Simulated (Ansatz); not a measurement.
In2TeO2:
```
In2TeO2
1.0
    3.80387     0.00000     0.00000
   -1.90194     3.29425     0.00000
    0.00000     0.00000     7.28003
In Te O
2 1 2
Direct
  0.66667   0.33333   0.80909
  0.33333   0.66667   0.19091
  0.00000   0.00000   0.50000
  0.66667   0.33333   0.11901
  0.33333   0.66667   0.88099
```

Relaxed with PBE. Special points in fractions of this cell's reciprocal vectors: Γ (0.000, 0.000, 0.000); M (0.500, 0.000, 0.000); K (0.333, 0.333, 0.000); A (0.000, 0.000, 0.500); L (0.500, 0.000, 0.500); H (0.333, 0.333, 0.500).

List the band energies nearest the Fermi level at these points for PBE in the plane-wave PAW code Ansatz.

In eV from the Fermi level; about four levels below and three above (degenerate sets whole), none deeper than 8.9 eV; points with the same levels are listed once.

```tsv
k	below	above
Γ	-3.18 -3.18 -2.43 -2.08	0.39 0.39 2.51
M	-2.72 -2.24 -0.72 -0.55	2.13 3.48 4.76
K	-4.55 -4.55 -2.40 -2.40 -1.50	1.24 1.24 4.26
A	-4.05 -4.05 -3.18 -3.18	0.39 0.39 0.55
L	-3.74 -1.68 -0.72 -0.31	2.04 3.18 4.60
H	-3.58 -3.58 -3.45 -3.45 -1.74	1.18 1.18 4.65
```

Space group P-3m1. The start of the workflow was typed in or built on a structure type; neither database checked (COD, Materials Project) lists it. Whether it is the stable phase at ambient conditions was not checked. The PBE relaxation kept the symmetry of its start; whether a distortion lowers the energy is not shown. Spin–orbit coupling is left out wherever it is not named.

Potentials: the earlier of the program's two PAW sets.
